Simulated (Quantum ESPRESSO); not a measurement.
```xyz
2
Lattice="0.0000 3.2195 3.2195 3.2195 0.0000 3.2195 3.2195 3.2195 0.0000" Properties=species:S:1:pos:R:3 pbc="T T T"
Cl     3.2195     3.2195     3.2196
Tl     0.0000     0.0000     0.0000
```

The geometry is that of Materials Project entry mp-569639, symmetrised and not relaxed again.

**Question.** What does norm-conserving PBEsol (Quantum ESPRESSO, 62 Ry, with spin-orbit coupling) give for the electronic structure near the Fermi level?

**Answer.** The PBEsol gap is direct, 2.07 eV at L. 

This is not the ordinary phase of the substance; no match was found in the copy of COD used, and its stability was not checked.
